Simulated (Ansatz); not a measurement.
Rh (fcc (Cu type), Fm-3m) under volume change, PBEsol in the plane-wave PAW code Ansatz, scaled uniformly.

| V (Å³/atom) | E − E(relaxed) (meV/atom) | P (GPa) |
|---|---|---|
| 12.289 | 122.2 | 35.43 |
| 12.694 | 50.9 | 21.42 |
| 13.099 | 12.0 | 9.74 |
| 13.504 | 0.0 | 0.00 |
| 13.910 | 10.6 | -8.11 |
| 14.315 | 39.9 | -14.84 |
| 14.720 | 84.6 | -20.42 |

Q: What does a third-order Birch–Murnaghan fit give for V₀, B₀ and B′?

A: V₀ = 13.50 Å³/atom, B₀ = 295 GPa, B′ = 5.1.

The cell was relaxed with PBEsol under the symmetry of its start. No spin polarisation was allowed.

Potentials: the earlier of the program's two PAW sets. The files were generated under PBE; for other functionals the program regenerates the frozen cores, and for LDA and PBEsol the local potential too.
